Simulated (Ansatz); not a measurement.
Input and command of a plane-wave DFT calculation in Ansatz:

```yaml
crystal:
  lattice:
    - [5.14153507, 0.0, 0.0]
    - [0.0, 3.32129709, 0.0]
    - [0.0, 0.0, 5.56977526]
  atoms:
    - { symbol: Si, position: [0.82108937, 0.75, 0.58232443] }
    - { symbol: Si, position: [0.17891063, 0.25, 0.41767557] }
    - { symbol: Si, position: [0.32108937, 0.75, 0.91767557] }
    - { symbol: Si, position: [0.67891063, 0.25, 0.08232443] }
    - { symbol: Ni, position: [0.50794985, 0.25, 0.68852056] }
    - { symbol: Ni, position: [0.49205015, 0.75, 0.31147944] }
    - { symbol: Ni, position: [0.00794985, 0.25, 0.81147944] }
    - { symbol: Ni, position: [0.99205015, 0.75, 0.18852056] }
basis:
  ecutwfc: 500
kpoints:
  mp_grid: { grid: [4, 6, 4] }
hamiltonian:
  xc: r2scan
scf:
  occupations: { method: gaussian, width: 0.1 }
output:
  forces: true
  stress: true
  eigenvalues: true
```

```bash
ansatz run input.yaml --threads 8 --pin off --max-ram 20480MiB --backend cpu --events-out ev --progress --plain --runs-dir out
```

Processor: Arm Neoverse N1, 8 threads, on a host shared with other jobs.

Q: Estimate time, memory and problem size.

A: About 8.3 s on 8 threads of Arm Neoverse N1, on a shared host, peak memory 0.85 GiB. It solves 53 bands at 36 k points (the mesh reduced by the symmetry that the task leaves, which can be less than the crystal's) with about 2391 plane waves, in 10 SCF iterations.
